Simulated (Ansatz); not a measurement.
AlN (wurtzite)

```
AlN
1.0
    3.13030     0.00000     0.00000
   -1.56515     2.71092     0.00000
    0.00000     0.00000     5.01801
Al N
2 2
Direct
  0.66667   0.33333   0.00337
  0.33333   0.66667   0.50337
  0.66667   0.33333   0.62183
  0.33333   0.66667   0.12183
```

These are PBE (plane waves to 420 eV, PAW, scalar-relativistic; Ansatz, a first-principles code) values and carry that method's errors. Harmonic phonons by density-functional perturbation theory on a 10×10×6 k mesh, in cm⁻¹; i marks imaginary ones, q is in fractions of the reciprocal vectors of the cell shown, and the three acoustic modes at Γ are left out. The non-analytic (LO-TO) term is not included, so polar modes at Γ have their transverse values. The program warned that its band solver left a few bands short of their tolerance. AlN was relaxed with its symmetry unable to fall.

Q: Is the structure dynamically stable at Γ, M = (0.5, 0.0, 0.0), A = (0.0, 0.0, 0.5), L = (0.5, 0.0, 0.5)?

A: No imaginary mode at these points (lowest 173 cm⁻¹ at A = (0.0, 0.0, 0.5)); other wave vectors were not tested.

Q: Predict the phonon wavenumbers at Γ, M = (0.5, 0.0, 0.0), A = (0.0, 0.0, 0.5), L = (0.5, 0.0, 0.5).

A: 
```json
[
 {"q": "Γ", "wavenumbers (cm⁻¹)": "237 (×2), 535, 594, 635 (×2), 648 (×2), 705"},
 {"q": "M = (0.5, 0.0, 0.0)", "wavenumbers (cm⁻¹)": "224, 299, 336, 393, 491, 507, 617, 636, 651, 654, 709, 728"},
 {"q": "A = (0.0, 0.0, 0.5)", "wavenumbers (cm⁻¹)": "173 (×4), 339 (×2), 640 (×4), 804 (×2)"},
 {"q": "L = (0.5, 0.0, 0.5)", "wavenumbers (cm⁻¹)": "266 (×2), 293 (×2), 555 (×2), 643 (×2), 652 (×2), 707 (×2)"}
]
```
